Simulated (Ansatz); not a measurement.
**Al: computed property card**

Al:
```cif
data_Al6
_chemical_formula_sum 'Al6'
_space_group_name_H-M_alt 'P 1'
_space_group_IT_number 1
_cell_length_a 5.25358
_cell_length_b 5.25358
_cell_length_c 5.25358
_cell_angle_alpha 60.000
_cell_angle_beta 60.000
_cell_angle_gamma 60.000
loop_
_space_group_symop_operation_xyz
  'x, y, z'
loop_
_atom_site_label
_atom_site_type_symbol
_atom_site_fract_x
_atom_site_fract_y
_atom_site_fract_z
_atom_site_occupancy
Al1 Al 0.75000 0.75000 0.75000 1
Al2 Al 0.50000 0.50000 0.50000 1
Al3 Al 0.12500 0.62500 0.12500 1
Al4 Al 0.12500 0.12500 0.12500 1
Al5 Al 0.62500 0.12500 0.12500 1
Al6 Al 0.12500 0.12500 0.62500 1
```

Space group Fd-3m (No. 227); conventional cell a = b = c = 7.4297 Å, α = β = γ = 90.00°.

Method: PBEsol (plane waves, PAW; program Ansatz). Geometry: relaxed at this level of theory. Other levels are named where they apply.

**Cell and energy**

* **Volume per atom**: 17.09 Å³
* **Density**: 2.62 g/cm³

**Electronic structure**

* **Electronic character**: metallic (no gap)
* **Density of states at the Fermi level**: 0.44 states/eV per atom (mean over ±0.08 eV)

**Mechanics**

- Bulk modulus (Birch–Murnaghan fit) = 69.7 GPa
- Pressure derivative B′ = 4.7
- Elastic constants (relaxed ions, GPa) = C11 = 93.3, C12 = 58.6, C44 = 32.3
- Mechanical stability = stable (all eigenvalues of C positive)
- Hill bulk and shear moduli = 70.2 and 25.2 GPa
- Young's modulus = 67.4 GPa
- Poisson's ratio = 0.34
- Debye temperature from the elastic constants = 402 K

**Phonons**

* **Highest zone-centre frequency**: 500 cm⁻¹
* **Zone-centre stability**: unstable, softest mode 69i cm⁻¹

The start of the workflow was typed in or built on a structure type; neither database checked (COD, Materials Project) lists it. It is not the phase usual at ambient conditions (space group No. 225). The PBEsol relaxation kept the symmetry of its start. As this level gives no gap, shear constants depend on the k-mesh and smearing (Fermi–Dirac, 0.1 eV here). As this level gives no gap, phonon frequencies hold no LO–TO term and depend on the k-mesh and smearing (Fermi–Dirac, 0.1 eV here).

Potentials: the earlier of the program's two PAW sets. The files were generated under PBE; for other functionals the program regenerates the frozen cores, and for LDA and PBEsol the local potential too.
